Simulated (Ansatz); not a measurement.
Data:

Relaxed AlN (wurtzite):

```yaml
crystal:
  lattice:
    - [3.10656, 0.00000, 0.00000]
    - [-1.55328, 2.69036, 0.00000]
    - [0.00000, 0.00000, 9.95609]
  atoms:
    - { symbol: Al, position: [0.33333, 0.66667, 0.49829] }
    - { symbol: Al, position: [0.33333, 0.66667, 0.99829] }
    - { symbol: Al, position: [0.66667, 0.33333, 0.24829] }
    - { symbol: Al, position: [0.66667, 0.33333, 0.74829] }
    - { symbol: N, position: [0.33333, 0.66667, 0.18911] }
    - { symbol: N, position: [0.33333, 0.66667, 0.68911] }
    - { symbol: N, position: [0.66667, 0.33333, 0.43911] }
    - { symbol: N, position: [0.66667, 0.33333, 0.93911] }
```

The atoms are displaced by Q × the pattern below (from a DFPT mode at A = (0.0, 0.0, 0.5), largest move 1; Q in Å), at fixed cell. It is one choice among 4 degenerate patterns. (q is in reciprocal vectors of the primitive cell; the cell shown is doubled to hold the pattern.)

| atom | x | y | z |
|---|---|---|---|
| Al1 | 0.000 | 0.031 | 0.000 |
| Al2 | 0.000 | -0.031 | 0.000 |
| Al3 | 0.000 | 0.496 | 0.000 |
| Al4 | 0.000 | -0.496 | 0.000 |
| N5 | 0.000 | -1.000 | 0.000 |
| N6 | 0.000 | 1.000 | 0.000 |
| N7 | 0.000 | -0.171 | 0.000 |
| N8 | 0.000 | 0.171 | 0.000 |

Computed with r2SCAN (plane waves to 500 eV, PAW, scalar-relativistic; Ansatz, an electronic-structure program). k mesh 12×12×4 (Γ-centred), Fermi-Dirac smearing 0.05 eV. E stands for the smeared free energy. AlN was relaxed with its symmetry unable to fall. The PAW data are Ansatz's earlier set. The zero of ΔE is the undisplaced structure.

The scan covers Q from -0.180 to 0.180 Å in 13 points.

### Question
Is this a single well or a double well?

### Answer
A single well with its minimum at or next to zero displacement.

### Question
Which space group does the distorted structure have?

### Answer
Cm (No. 8), lowered from P6_3mc.

### Question
What is the energy change at Q = 0.180 Å?

### Answer
1205 meV/cell.

### Question
What harmonic wavenumber does the curvature at Q = 0 give?

### Answer
670 cm⁻¹.

(For displaced atoms, the force is minus the slope of the energy, and its curvature is a force constant, which sets phonon frequencies.)
